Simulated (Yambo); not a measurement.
Consider the following.

```
CELL_PARAMETERS angstrom
      0.00000     4.30485     4.30485
      4.30485     0.00000     4.30485
      4.30485     4.30485     0.00000
ATOMIC_POSITIONS crystal
  F  0.23583 0.23583 0.76417
  F  0.76417 0.76417 0.23583
  F  0.76417 0.23583 0.23583
  F  0.23583 0.76417 0.76417
  F  0.23583 0.76417 0.23583
  F  0.76417 0.23583 0.76417
  Na 0.50000 0.50000 0.50000
  K  0.25000 0.25000 0.25000
  K  0.75000 0.75000 0.75000
  Sc 0.00000 0.00000 0.00000
```

Workflow: PBEsol (Quantum ESPRESSO, PseudoDojo norm-conserving, 88 Ry, no spin-orbit coupling), then G0W0 in Yambo (2×2×2 Γ-centred k mesh, bands 3 to 304 and a 8 Ry block in the screening, 304 bands in G with the Bruneval-Gonze terminator, plasmon pole fitted at 27.2 eV).

Give the PBEsol and G0W0 gaps between the band edges found on this mesh, and say where the edges lie.

Edges: Γ → Γ. PBEsol: 6.65 eV; G0W0: 10.28 eV. Nearest settings tried, and what they do to the gap: 238 bands in W, 238 bands in G: +16 meV; 6 Ry block (307 vectors against 459): -10 meV; 1×1×1 mesh: -113 meV. So the settings aren't converged at that level. The k mesh is coarse. 

Geometry of the Materials Project entry, not relaxed at this level.
